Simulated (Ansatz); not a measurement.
SiMo3 (A15 (Cr3Si type)), relaxed with LDA (Ansatz, a quantum-chemistry and plane-wave program, plane waves, PAW): a = b = c = 4.833 Å, α = β = γ = 90.00°.

| Item | Value |
|---|---|
| ΔH_f (eV/atom) | -0.37 |
| B₀ by P(V) fit (GPa) | 279 |
| K_Hill (GPa) | 279 |
| G_Hill (GPa) | 143 |
| highest Γ mode, no LO–TO term (cm⁻¹) | 343 |
| Θ_D (K) | 538 |

Q: The same phase is relaxed and computed with r²SCAN in the same code. What are the cell and these values now?

A: a = 4.883 Å, b = 4.883 Å, c = 4.883 Å, α = 90.00°, β = 90.00°, γ = 90.00°.

* **ΔH_f (eV/atom)**: -0.33
* **B₀ by P(V) fit (GPa)**: 264
* **K_Hill (GPa)**: 265
* **G_Hill (GPa)**: 141
* **highest Γ mode, no LO–TO term (cm⁻¹)**: 340
* **Θ_D (K)**: 538

All cells were relaxed under the symmetry of their starts (and spin orders); stability against distortions was not tested throughout. Rows with no word on spin ran without spin polarisation. Scalar-relativistic: spin–orbit coupling is off unless named, which matters more the heavier the elements.

Potentials: the later of the program's two PAW sets.

Ansatz is a plane-wave DFT program.

Formation energies count from the lowest solids of the elements computed at the same level, not from gases.
